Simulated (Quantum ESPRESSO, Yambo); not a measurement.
**G0W0 results for LuIO**

```cif
data_I2Lu2O2
_chemical_formula_sum 'O2 I2 Lu2'
_space_group_name_H-M_alt 'P4/nmm :1'
_space_group_IT_number 129
_space_group_name_Hall 'P 4ab 2ab -1ab'
_cell_length_a 3.84362
_cell_length_b 3.84362
_cell_length_c 9.08454
_cell_angle_alpha 90.000
_cell_angle_beta 90.000
_cell_angle_gamma 90.000
loop_
_space_group_symop_operation_xyz
  'x, y, z'
  '-y+1/2, x+1/2, z'
  '-x, -y, z'
  'y+1/2, -x+1/2, z'
  'x+1/2, -y+1/2, -z'
  '-y, -x, -z'
  '-x+1/2, y+1/2, -z'
  'y, x, -z'
  '-x+1/2, -y+1/2, -z'
  'y, -x, -z'
  'x+1/2, y+1/2, -z'
  '-y, x, -z'
  '-x, y, z'
  'y+1/2, x+1/2, z'
  'x, -y, z'
  '-y+1/2, -x+1/2, z'
loop_
_atom_site_label
_atom_site_type_symbol
_atom_site_symmetry_multiplicity
_atom_site_Wyckoff_symbol
_atom_site_fract_x
_atom_site_fract_y
_atom_site_fract_z
_atom_site_occupancy
O1 O 2 b 0.50000 0.50000 0.50000 1
I1 I 2 c 0.50000 0.00000 0.17472 1
Lu1 Lu 2 c 0.00000 0.50000 0.38169 1
```

Cell and atoms were relaxed with PBE+D3(BJ) from Materials Project entry mp-973585, within its symmetry.

Starting point: norm-conserving PBEsol (Quantum ESPRESSO, 100 Ry, scalar-relativistic). G0W0 in Yambo: 4×4×1 Γ-centred k mesh, bands 3 to 212 and a 7 Ry block in the screening, 212 bands in G with the Bruneval-Gonze terminator, plasmon pole fitted at 27.2 eV.

* **PBEsol gap along the band path**: 3.16 eV
* **PBEsol gap between the mesh's edge points ((0, 0.25, 0) → M)**: 3.20 eV
* **G0W0 gap between the same points**: 4.46 eV
* **PBEsol smallest direct gap on the mesh (at Γ)**: 3.36 eV
* **G0W0 direct gap at that point**: 4.74 eV

```tsv
k point	band	E PBEsol (eV)	E QP (eV)	shift (eV)	Z
Γ	VB	-0.12	-1.01	-0.90	0.81
Γ	CB	3.24	3.72	0.48	0.83
(0, 0.25, 0)	VB	0.00	-0.88	-0.88	0.81
(0, 0.25, 0)	CB	4.29	4.84	0.55	0.82
X	VB	-0.03	-0.91	-0.88	0.82
X	CB	4.85	5.40	0.55	0.82
M	VB	-1.08	-1.91	-0.83	0.81
M	CB	3.20	3.58	0.37	0.83
```

Energies count from the PBEsol valence-band maximum.

Nearest settings tried, and what they do to the gap: 107 bands in W: -9 meV; 2 Ry block (55 vectors against 283): -475 meV. Not varied: bands in G, mesh. So the settings aren't converged at that level. The k mesh is coarse.

Without spin-orbit coupling, band edges of such heavy elements can be off by tenths of an eV. The 4f states are in the valence at their DFT position.
